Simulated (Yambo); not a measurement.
Data:

```
CELL_PARAMETERS angstrom
      0.00000     2.95677     2.95677
      2.95677     0.00000     2.95677
      2.95677     2.95677     0.00000
ATOMIC_POSITIONS crystal
  Se 0.50000 0.50000 0.50000
  Pb 0.00000 0.00000 0.00000
```

Workflow: norm-conserving PBE (stringent potentials; Quantum ESPRESSO, 104 Ry, scalar-relativistic), then G0W0 in Yambo (4×4×4 Γ-centred k mesh, bands 14 to 267 and a 15 Ry block in the screening, 267 bands in G with the Bruneval-Gonze terminator, plasmon pole fitted at 27.2 eV).

Give the PBE and G0W0 gaps between the band edges found on this mesh, and say where the edges lie.

Edges: L → L. PBE: 0.10 eV; G0W0: 0.15 eV. Convergence of the G0W0 settings was not tested. Spin-orbit coupling is left out; with 6p states at a band edge it can lower the gap by many tenths of an eV, most of a small gap. So small a PBE gap in heavy elements may be inverted, where one-shot corrections to single bands mislead.

Geometry strained from the cell relaxed with PBEsol, atoms relaxed again.
